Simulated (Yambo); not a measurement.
# Convergence of the G0W0 gap of AgI

G0W0@LDA for AgI (wurtzite, space group P6_3mc, No. 186) in Yambo. Reference settings: 3×3×2 Γ-centred k mesh, bands 9 to 204 and a 7 Ry block in the screening, 204 bands in G with the Bruneval-Gonze terminator, plasmon pole fitted at 27.2 eV. The LDA gap Γ → Γ on this mesh is 1.09 eV; G0W0 gaps are taken between the same points.

| change from the reference | G0W0 gap Γ → Γ (eV) | shift of the valence edge (eV) | rough Yambo cost |
|---|---|---|---|
| reference settings | 2.35 | -0.72 | 1 |
| 115 bands in W, 115 bands in G | 2.39 | -0.61 | about 1/2 |
| wavefunctions cut at 20 Ry | 2.13 | -0.50 | about 1/3 |
| wavefunctions cut at 50 Ry | 2.35 | -0.72 | about 1/2 |
| exchange cut at 40 Ry | 2.27 | -0.63 | – |
| 78 bands in W, 78 bands in G, 2 Ry block | 2.50 | -0.52 | about 1/5 |
| 78 bands in W, 78 bands in G, 4 Ry block | 2.44 | -0.47 | about 1/4 |
| 159 bands in W, 159 bands in G, 2 Ry block | 2.36 | -0.57 | about 1/2 |
| 115 bands in W, 115 bands in G, 6 Ry block | 2.38 | -0.59 | within a factor of two |
| 159 bands in W, 159 bands in G, 4 Ry block | 2.30 | -0.58 | within a factor of two |
| 78 bands in W, 78 bands in G, 3 Ry block, no terminator | 2.38 | -0.26 | about 1/4 |
| 78 bands in W, 78 bands in G, no terminator | 2.38 | -0.22 | about 1/3 |
| 159 bands in W, 159 bands in G, 3 Ry block, no terminator | 2.22 | -0.45 | within a factor of two |
| 3 Ry block, no terminator | 2.22 | -0.50 | within a factor of two |
| no terminator | 2.27 | -0.57 | within a factor of two |

The reference isn't shown to be the converged limit. Costs are rough (shared machines), scaled to the same edge states, and given only for runs that recompute the screening.

Spin-orbit coupling is left out, which matters for elements this heavy: edges can move by tenths of an eV.

Geometry relaxed with LDA; primitive cell a = b = 4.4822 Å, c = 7.3340 Å, α = β = 90.00°, γ = 120.00°.

A shift is the quasiparticle energy of the state minus its LDA energy.
